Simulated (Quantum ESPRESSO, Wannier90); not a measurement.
HfPbO$_{3}$ (cubic perovskite), plane waves to Wannier functions

```yaml
crystal:
  lattice:
    - [4.15548, 0.00000, 0.00000]
    - [0.00000, 4.15548, 0.00000]
    - [0.00000, 0.00000, 4.15548]
  atoms:
    - { symbol: Hf, position: [0.50000, 0.50000, 0.50000] }
    - { symbol: Pb, position: [0.00000, 0.00000, 0.00000] }
    - { symbol: O, position: [0.00000, 0.50000, 0.50000] }
    - { symbol: O, position: [0.50000, 0.00000, 0.50000] }
    - { symbol: O, position: [0.50000, 0.50000, 0.00000] }
```

Structure: Materials Project mp-22535, symmetrised, not relaxed again. Not found in the COD (Crystallography Open Database) copy used, which has the formula in other groups; not checked further. Computed values, not measurements, from PBEsol: Quantum ESPRESSO (norm-conserving PseudoDojo potentials, cutoff 68 Ry, no spin polarisation, no spin-orbit coupling) on a Γ-centred 6×6×6 mesh, then Wannier90. Density: 8×8×8 mesh, cold smearing 0.01 Ry. Spin-orbit coupling is left out although heavy elements are present.

Base run: 18 functions from bands 13-43 of the 43 computed, start hydrogen-like Hf: d; Pb: s;p; O: p, centres 0.05 Å off the atoms, frozen window up to 3.83 eV relative to the valence-band maximum, outer window open. Its settings: num_cg_steps = 5, trial_step = 2 and dis_mix_ratio = 0.5 (the program's defaults), conv_tol = 1.0e-6 over 4 steps, num_iter = 1000, dis_conv_tol = 1.0e-6, dis_num_iter = 1000. One of them is changed at a time.

| run | disentanglement steps | localisation steps | Ω_I (Å²) | Ω_total (Å²) | ended |
|---|---|---|---|---|---|
| base | 56 | 128 | 18.979 | 20.721 | converged |
| conv_tol = 1.0e-10 | 56 | 1000 | 18.979 | 20.720 | step limit |
| num_cg_steps = 0 | 56 | 704 | 18.979 | 20.721 | converged |
| dis_mix_ratio = 0.2 | 165 | 534 | 18.978 | 20.719 | converged |
